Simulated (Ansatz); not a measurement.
CsH at 20 GPa: from Born charge to LO–TO splitting and polaron coupling

Level of theory: Ansatz, DFT LDA, scalar-relativistic, plane waves, PAW. Cutoff 420 eV, 8×8×8 k-points (Γ-centred), fixed occupations. No spin polarisation. Phonons by linear response, acoustic sum rule imposed.

The cell, relaxed at 20 GPa:
```yaml
crystal:
  lattice:
    - [3.18290, 0.00000, 0.00000]
    - [0.00000, 3.18290, 0.00000]
    - [0.00000, 0.00000, 3.18290]
  atoms:
    - { symbol: Cs, position: [0.00000, 0.00000, 0.00000] }
    - { symbol: H, position: [0.50000, 0.50000, 0.50000] }
```

Spin–orbit coupling is left out, which matters for heavy elements. Other phases may be more stable at this pressure. The run warned that the force constants aren't converged on this k mesh, so the frequencies and all that is formed from them are rough.

Linear response gives ν_TO = 791.7 cm⁻¹, Born charges ±1.196 e (positive on Cs) and ε∞ = 5.742. The primitive cell holds 32.245 Å³, and the masses are 132.905 and 1.008 amu.

Question: Find ν_LO and the static dielectric constant.

Answer: The long-wave field adds a restoring force: ω_LO² − ω_TO² = Z*²e²/(ε_vac ε∞ μV). In these units ν_LO² − ν_TO² = 4.92064×10⁷ Z*²/(μ V ε∞) cm⁻², with μ = m₁m₂/(m₁ + m₂) = 1.000 amu: 379964 cm⁻². So ν_LO = √(791.7² + 379964) = 1003.4 cm⁻¹, and the run gives 1003.4. Lyddane–Sachs–Teller then gives ε0 = ε∞ (ν_LO/ν_TO)² = 9.22, against 9.22 in the run (it forms both from the same three quantities, so the match checks the arithmetic only). Between ν_TO and ν_LO the dielectric function is negative and an undamped crystal reflects fully: a reststrahlen band from 10.0 to 12.6 μm.

Question: What do the Clausius–Mossotti polarisability and the Szigeti charge come to?

Answer: With the Lorentz local field, α = (3V/4π)(ε∞ − 1)/(ε∞ + 2) = 4.72 Å³ for the pair, and e_S = 3Z*/(ε∞ + 2) = 0.46 e. The Born charge includes the electrons' response to the dipole's own local field, and e_S takes that enhancement out. The Lorentz field assumes point-like polarisable ions, a poor picture once ε∞ is this large, since the electron clouds then overlap or are shared, so both numbers are formal here.

Question: How strongly does a slow electron couple to the LO mode?

Answer: For one isotropic parabolic band, Fröhlich's constant is α_F = (1/ε∞ − 1/ε0) √(m* Ry/ħω_LO), with Ry = 13.606 eV, ħω_LO = 124.4 meV and m* in free-electron masses: α_F = 0.0657 × 10.46 × √m* = 0.69 √m*. The band mass isn't part of this run; for m* = 0.1, 0.3 and 1 it gives 0.22, 0.38, 0.69. In weak coupling the polaron lies α_F ħω_LO below the band edge (47 meV at m* = 0.3) with a mass m*(1 + α_F/6); past α_F of about 5 or 6 that expansion fails. A semilocal functional's ε∞ tends to be too large, which taken alone lowers α_F.

This CsCl-type form isn't the usual stable structure of the compound at low pressure.